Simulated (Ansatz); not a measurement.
ScRhN2:
```
CELL_PARAMETERS angstrom
      1.62590     0.93872     5.86946
     -1.62590     0.93872     5.86946
      0.00000    -1.87743     5.86946
ATOMIC_POSITIONS crystal
  Sc 0.50000 0.50000 0.50000
  Rh 0.00000 0.00000 0.00000
  N  0.89600 0.89600 0.89600
  N  0.10400 0.10400 0.10400
```
The run is spin-polarised; directions of the spins, atom by atom: 0 ↑ 0 0.

Relaxed with r²SCAN.

### Question
Tabulate the valence density and the electron localisation function along the shortest Sc–Sc contact (3.25 Å), r²SCAN in the plane-wave PAW code Ansatz.

### Answer


| distance from Sc (Å) | density (e/Å³) | ELF |
|---|---|---|
| 0.33 | 7.06 | 0.37 |
| 0.49 | 4.77 | 0.64 |
| 0.65 | 2.42 | 0.67 |
| 0.81 | 0.94 | 0.48 |
| 0.98 | 0.36 | 0.15 |
| 1.14 | 0.20 | 0.06 |
| 1.30 | 0.16 | 0.07 |
| 1.46 | 0.16 | 0.10 |
| 1.63 | 0.16 | 0.11 |
| 1.79 | 0.16 | 0.10 |
| 1.95 | 0.16 | 0.07 |
| 2.11 | 0.20 | 0.06 |
| 2.28 | 0.36 | 0.15 |
| 2.44 | 0.94 | 0.48 |
| 2.60 | 2.42 | 0.67 |
| 2.76 | 4.77 | 0.64 |
| 2.93 | 7.06 | 0.37 |

The density is the valence pseudo-density with augmentation charge, so density and ELF within about 1 Å of a nucleus are not all-electron values.

Space group R-3m. The start of the workflow was typed in or built on a structure type; neither database checked (COD, Materials Project) lists it. Its standing as an ambient phase is unchecked. The r²SCAN relaxation kept the symmetry of its start; its stability against distortions is not shown here. Magnetic state: ferromagnetic, the only order run, not a proven ground state. Other orbital occupations within this spin state were not tried. No Hubbard U is applied.

Potentials: the earlier of the program's two PAW sets.
